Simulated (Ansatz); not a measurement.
**4 guesses for Ti2Te3Pt and where they end**

Theory: Ansatz 0.2.0, DFT PBE, scalar-relativistic, plane waves, PAW. Settings: cutoff 420 eV, Γ-centred meshes spaced at most about 0.3 Å⁻¹, and about 0.25 Å⁻¹ or finer for metals (2π included), Gaussian smearing. Collinear spin in cells that started with moments and kept them past the coarse steps, no spin elsewhere.

Each guess was relaxed in cell and atoms at zero pressure, within the symmetry of its start. All energies are static (0 K, no zero-point motion). Coordination counts Te atoms around Pt and Ti (those within 1.25 times the shortest such distance or 1.15 times the sum of covalent radii; a plus sign parts nearer from farther groups; the shortest distance is added where it is long for a bond; a slash parts the counts of unlike sites).

```csv
guess,made from,start group,V start (Å³/atom),end group,V end (Å³/atom),coordination at the end,gap on mesh (eV),largest moment (μB),E over the lowest end (meV/atom)
1,ErB2Rh3 type,P6/mmm,23.9,?,?,?,?,?,?
2,random cell,R3m,28.2,R3m,27.8,"Ti 3/6, Pt 9+3 from 3.6 Å",0,-,536
3,Hf2CuSb3 type,P-4m2,23.0,P-4m2,20.9,"Ti 7, Pt 4",0,-,0
4,ErCo3Ge2 type,P6mm,23.0,P6mm,23.7,"Ti 6, Pt 6+6 from 3.5 Å",0,-,920
```

Guess 1 as it starts:

```cif
data_structure
_symmetry_space_group_name_H-M 'P6/mmm'
_symmetry_Int_Tables_number 191
_cell_length_a 6.5536
_cell_length_b 6.5536
_cell_length_c 3.8506
_cell_angle_alpha 90.000
_cell_angle_beta 90.000
_cell_angle_gamma 120.000
_cell_volume 143.23
loop_
_atom_site_label
_atom_site_type_symbol
_atom_site_symmetry_multiplicity
_atom_site_Wyckoff_symbol
_atom_site_fract_x
_atom_site_fract_y
_atom_site_fract_z
_atom_site_occupancy
Ti1 Ti 2 c 0.33333 0.66667 0.00000 1
Te1 Te 3 g 0.50000 0.00000 0.50000 1
Pt1 Pt 1 a 0.00000 0.00000 0.00000 1
```

**Question.** Predict the end of this guess and its energy over the lowest end.

**Answer.** It ends in space group P6/mmm (No. 191), with a = 7.368 Å, c = 3.483 Å, 27.3 Å³/atom and no gap, with moments up to 0.7 μB. It lies 0.91 eV/atom over the lowest end, above guess 2 and below guess 4. Counting Te atoms around Pt and Ti, this end has Ti 6, Pt 12 from 4.1 Å and the lowest (guess 3) has Ti 7, Pt 4.

Space group P6/mmm (No. 191). a = 7.368 Å, b = 7.368 Å, c = 3.483 Å, α = 90.00°, β = 90.00°, γ = 120.00°
```
atom  site  symmetry       x       y       z
  Ti    2c      -6m2  0.3333  0.6667  0.0000
  Te    3g       mmm  0.5000  0.0000  0.5000
  Pt    1a     6/mmm  0.0000  0.0000  0.0000
```

The zero of energy is the elements' standard structures at the same level; no fitted shifts are applied.

**Question.** Is the lowest end bound against the elements?

**Answer.** Yes: its formation energy is −0.57 eV/atom. It lies below the elements, which doesn't yet make it stable against other compounds or structures.

For metals, differences of a few meV/atom aren't resolved. Spin–orbit coupling, which can matter for Pt and Te, is left out. A magnetic state wasn't ruled out in cells without spin, among them P6mm. The reference form of Te is held partly by dispersion forces, which this level lacks. The magnetic state reached may not be the lowest. Cells relaxed within their symmetry can be saddle points. A lower structure may well exist outside this small set. Some structure types and database cells were kept out of the candidates from the start, so a known form may be missing.
